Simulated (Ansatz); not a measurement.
SrSi2Ag2:
```cif
data_Ag4Si4Sr2
_chemical_formula_sum 'Si4 Ag4 Sr2'
_space_group_name_H-M_alt 'I4/mmm'
_space_group_IT_number 139
_space_group_name_Hall '-I 4 2'
_cell_length_a 4.38708
_cell_length_b 4.38708
_cell_length_c 10.49338
_cell_angle_alpha 90.000
_cell_angle_beta 90.000
_cell_angle_gamma 90.000
loop_
_atom_site_label
_atom_site_type_symbol
_atom_site_symmetry_multiplicity
_atom_site_Wyckoff_symbol
_atom_site_fract_x
_atom_site_fract_y
_atom_site_fract_z
_atom_site_occupancy
Si1 Si 4 e 0.00000 0.00000 0.38905 1
Ag1 Ag 4 d 0.00000 0.50000 0.25000 1
Sr1 Sr 2 a 0.00000 0.00000 0.00000 1
```
(The calculation used a cell of 5 atoms; values per cell refer to that cell.)

Relaxed with r²SCAN.

### Question
Tabulate the valence density and the electron localisation function along the shortest Si–Sr contact (3.31 Å), r²SCAN (plane waves, PAW; program Ansatz).

### Answer


```tsv
distance from Si (Å)	density (e/Å³)	ELF
0.33	0.13	0.26
0.50	0.25	0.30
0.66	0.34	0.49
0.83	0.36	0.64
0.99	0.31	0.69
1.16	0.24	0.67
1.33	0.18	0.57
1.49	0.14	0.39
1.66	0.11	0.16
1.82	0.11	0.07
1.99	0.14	0.09
2.15	0.27	0.34
2.32	0.59	0.72
2.49	1.22	0.85
2.65	2.09	0.86
2.82	2.71	0.76
2.98	2.47	0.40
```

The density is the valence pseudo-density with augmentation charge, so density and ELF within about 1 Å of a nucleus are not all-electron values.

The workflow started from an entry of the Crystallography Open Database (COD). Whether it is the stable phase at ambient conditions was not checked. The r²SCAN relaxation kept the symmetry of its start; whether a distortion lowers the energy is not shown. The run is not spin-polarised.

Potentials: the later of the program's two PAW sets.
